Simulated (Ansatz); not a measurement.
# Al4CoNi3: rattling a relaxed structure

The structure comes from a generated guess, relaxed at this level; another structure or a mixture of phases may lie lower.

All numbers below come from DFT PBE, scalar-relativistic, plane waves, PAW (Ansatz 0.2.0). Settings: cutoff 420 eV, Γ-centred mesh 10×10×8 on the computed 8-atom cell, Gaussian smearing of 0.10 eV; collinear spin from starting moments 0.0 0.0 0.0 0.0 0.1 0.3 0.2 1.0 μB.

The cell below (8 atoms, space group P4/mmm (No. 123)) is relaxed within its symmetry.

```yaml
crystal:
  lattice:
    - [4.08313, 0.00000, 0.00000]
    - [0.00000, 4.08313, 0.00000]
    - [0.00000, 0.00000, 5.76708]
  atoms:
    - { symbol: Al, position: [0.00000, 0.50000, 0.74866] }
    - { symbol: Al, position: [0.00000, 0.50000, 0.25134] }
    - { symbol: Al, position: [0.50000, 0.00000, 0.74866] }
    - { symbol: Al, position: [0.50000, 0.00000, 0.25134] }
    - { symbol: Ni, position: [0.00000, 0.00000, 0.00000] }
    - { symbol: Ni, position: [0.00000, 0.00000, 0.50000] }
    - { symbol: Ni, position: [0.50000, 0.50000, 0.00000] }
    - { symbol: Co, position: [0.50000, 0.50000, 0.50000] }
```

For the test it was strained at random (σ = 1.5 % a component), the atoms were moved at random (σ = 0.05 Å), and all was relaxed again on a coarse 6×6×4 mesh (in the run’s order of axes) with 0.20 eV smearing, with no symmetry imposed.

The magnetic state reached may not be the lowest.

Question: Does it come back?

Answer: It returns, within 1 meV/atom of the unmoved cell on that mesh and with the same symmetry when read at 0.1 Å. No instability shows in this cell; modes of other wave vectors, which need another repeat, aren't tested.
